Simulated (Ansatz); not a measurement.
**BaTiO3 with hydrogen replacing O: a ladder of calculations**

Cell of run 1: a supercell of BaTiO3 (cubic perovskite type, Pm-3m) built from a refined structure from the COD, with all atoms left at the host's positions.

Space group I4/mmm (No. 139); a = 8.0120, c = 8.0120 Å.

```csv
site,Wyckoff,site symmetry,x,y,z
Ba,8h,m.2m,0.7500,0.2500,0.0000
Ti5,4e,4mm,0.0000,0.0000,0.7500
Ti6,4d,-4m2,0.5000,0.0000,0.7500
H,2a,4/mmm,0.0000,0.0000,0.0000
O10,4c,mmm.,0.5000,0.0000,0.0000
O12,2b,4/mmm,0.0000,0.0000,0.5000
O13,16n,.m.,0.0000,0.2500,0.7500
```

One atom of each set is listed; the run and its k-mesh use a cell of 20 atoms with edges of 6.94, 6.94, 6.94 Å.

Relaxed positions (PBE, cell held):

Ba (0.7510, 0.2490, 0.0000)
Ti5 (0.0000, 0.0000, 0.7382)
Ti6 (0.5000, 0.0000, 0.7500)
H (0.0000, 0.0000, 0.0000)
O10 (0.5000, 0.0000, 0.0000)
O12 (0.0000, 0.0000, 0.5000)
O13 (0.0000, 0.2468, 0.7543)

All runs are DFT with Ansatz 0.2.0 (plane waves and PAW, scalar-relativistic unless spin–orbit coupling is named, Γ-centred meshes, Fermi–Dirac smearing where given) in this cell. Start moments of run 1 as typed (μB): 1 on each H, none on the rest.

Run 1: PBE, with a start moment, atoms at the host's positions; 420 eV, 3×3×3 k-points, smearing 0.01 eV.
Run 2: PBE, with a start moment, atoms relaxed; 420 eV, 3×3×3 k-points, smearing 0.01 eV.
Run 3: r2SCAN, with a start moment, at the relaxed atoms; 500 eV, 3×3×3 k-points, smearing 0.01 eV.

| run | Ti6 V_zz (η) | H V_zz (η) | O12 V_zz (η) | absolute moment (μB) |
| --- | --- | --- | --- | --- |
| 1 | -0.39 (0.00) | 0.65 (0.00) | 4.00 (0.00) | 0.4 |
| 2 | -1.50 (0.00) | 0.43 (0.00) | 2.34 (0.00) | 0.4 |
| 3 | ? | ? | ? | ? |

V_zz in 10²¹ V/m²; 3 of the 7 sets of like atoms are followed.

Task: Estimate the row of run 3.

Result: Ti6: -1.52 (0.00); H: 0.44 (0.00); O12: 2.62 (0.00); absolute moment (μB): 0.4. It lies nearest to run 2, from whose tensors on these sites it differs by 0.28 at most (largest principal value of the difference, on O12). Taken one at a time, the positions of the atoms (as given or relaxed) move the tensors on these sites by up to 1.66 (largest principal value of the change, on O12), the functional (r2SCAN with its higher cutoff) by 0.28 (O12).

The defect repeats with the cell of 20 atoms, so it feels its images: sites between two images don't show the values beside a lone defect, and zeros or small values of η there can come from the images' arrangement. O carries a gradient in the pure host already, so the values there aren't the defect's effect alone. This high-symmetry form of BaTiO3 is unstable when cold, to polar off-centring of Ti. The symmetry of the cell holds that distortion back, wholly or in part, and it would change the field gradients, the more the larger the distortion. The relaxation keeps the site symmetry 4/mmm of the start, so the impurity can't leave its site, and an angle of 180° at it is imposed, not found; a distortion that would localise the partly filled state isn't explored. In run 3 the program didn't check the stability of the electronic state in full, so a lower one may lie near. In run 1 the atoms aren't at the calculated equilibrium (largest force 2.5 eV/Å). In runs 1, 2, 3 the defect cell has no gap above 0.1 eV, so the values hang on the smearing and the k-mesh. The run lost most of its start moments on H; a state with other moments may lie lower.
